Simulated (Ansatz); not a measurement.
Here is the system:

BaTiO₃:
```
BaTiO3
1.0
    3.97020     0.00000     0.00000
    0.00000     3.97020     0.00000
    0.00000     0.00000     3.97020
Ba Ti O
1 1 3
Cartesian
  1.98510   1.98510   1.98510
  0.00000   0.00000   0.00000
  1.98510   0.00000   0.00000
  0.00000   1.98510   0.00000
  0.00000   0.00000   1.98510
```

This is the PBEsol-relaxed structure.

Q: All from DFT-PBEsol in the program Ansatz with PAW potentials, unless another level is named. Predict the Debye temperature from the elastic constants.

A: 617 K.

Q: What about the elastic constants (relaxed ions, GPa)?

A: C11 = 319, C12 = 111, C44 = 126.

Space group Pm-3m (cubic perovskite). This is a known high-temperature phase of the composition, computed here at zero pressure and temperature. Symmetry was held in the PBEsol relaxation; its stability against distortions is not shown here. No spin polarisation was allowed. Scalar-relativistic: spin–orbit coupling is off unless named, which matters more the heavier the elements.

Potentials: the earlier of the program's two PAW sets. The files were generated under PBE; for other functionals the program regenerates the frozen cores, and for LDA and PBEsol the local potential too.
